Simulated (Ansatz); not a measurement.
Rh, first-principles data

Rh:
```xyz
2
Lattice="2.7028 0.0000 0.0000 -1.3514 2.3407 0.0000 0.0000 0.0000 4.3515" Properties=species:S:1:pos:R:3 pbc="T T T"
Rh     1.3514     0.7802     3.2636
Rh     0.0000     1.5605     1.0879
```

Space group P6_3/mmc (No. 194), hcp (Mg type); conventional cell a = 2.703 Å, b = 2.703 Å, c = 4.351 Å, α = 90.00°, β = 90.00°, γ = 120.00°.

Method: r²SCAN (plane waves, PAW; program Ansatz). Structure relaxed to zero pressure with the same functional. Other levels are named where they apply.

### Cell and energy

- Volume per atom: 13.76 Å³
- Density: 12.41 g/cm³

### Electronic structure

- Electronic character = metallic (no gap)
- Density of states at the Fermi level = 1.6 states/eV per atom (mean over ±0.08 eV)
- Gap with spin–orbit coupling = none (metallic)

### Mechanics

- Bulk modulus (Birch–Murnaghan fit): 2790 kbar
- Pressure derivative B′: 5.2
- Elastic constants (relaxed ions, GPa): C11 = 456, C12 = 175, C13 = 197, C33 = 465, C44 = 73.2
- Mechanical stability: stable (all eigenvalues of C positive)
- Hill bulk and shear moduli: 279 and 106 GPa
- Young's modulus: 283 GPa
- Poisson's ratio: 0.33
- Debye temperature from the elastic constants: 408 K

### Phonons

Highest zone-centre frequency: 30.2 meV
Zone-centre stability: no imaginary mode at Γ

The workflow started from a Materials Project entry (that database holds measured and hypothetical structures alike); the Crystallography Open Database copy checked does not list it. It is not the phase usual at ambient conditions (space group No. 225). The cell was relaxed with r²SCAN under the symmetry of its start. The run is not spin-polarised. As this level gives no gap, shear constants depend on the k-mesh and smearing (Fermi–Dirac, 0.1 eV here). As this level gives no gap, phonon frequencies hold no LO–TO term and depend on the k-mesh and smearing (Fermi–Dirac, 0.1 eV here). Axis ratios of metals converge slowly with the k-mesh, so a and c are less sure than the volume. On the denser mesh and wider smearing of the elastic run this cell carries a stress of 0.6 GPa. Spin–orbit coupling is left out wherever it is not named.

Potentials: the later of the program's two PAW sets.
